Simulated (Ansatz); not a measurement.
## Relaxing a structure of BP

The start is a relaxed BP cell, doubled along one cell vector, shaken by Gaussian noise of σ = 0.08 Å a coordinate. The structure is fully relaxed (lattice and positions, P = 0) with r2SCAN (plane waves to 500 eV, PAW, scalar-relativistic; Ansatz, a first-principles code). The first steps use a coarse 9×5×9 k-mesh.

Input geometry:
```
CELL_PARAMETERS angstrom
      0.00000     2.26829     2.26829
      4.53659     0.00000     4.53659
      2.26829     2.26829     0.00000
ATOMIC_POSITIONS crystal
  P  0.01010 0.98891 0.97860
  P  0.99781 0.50741 0.99061
  B  0.75527 0.36499 0.78123
  B  0.73038 0.87606 0.74841
```

- Shortest distances (start → end): The closest pairs of elements (up to four, under 3.6 Å), start → end: B–P 1.89 → 1.96 Å; P–P 3.09 → 3.21 Å; B–B 3.12 → 3.21 Å
- Optimiser moves: 3

It ends as:

```cif
data_B4P4
_chemical_formula_sum 'P4 B4'
_space_group_name_H-M_alt 'F-43m'
_space_group_IT_number 216
_space_group_name_Hall 'F -4 2 3'
_cell_length_a 4.53645
_cell_length_b 4.53645
_cell_length_c 4.53645
_cell_angle_alpha 90.000
_cell_angle_beta 90.000
_cell_angle_gamma 90.000
loop_
_atom_site_label
_atom_site_type_symbol
_atom_site_symmetry_multiplicity
_atom_site_Wyckoff_symbol
_atom_site_fract_x
_atom_site_fract_y
_atom_site_fract_z
_atom_site_occupancy
P1 P 4 c 0.25000 0.25000 0.25000 1
B1 B 4 b 0.50000 0.50000 0.50000 1
```
(The calculation used a cell of 2 atoms; values per cell refer to that cell.)

Final values are on a 12×12×12 k-mesh of the relaxed cell. No spin polarisation in the result.
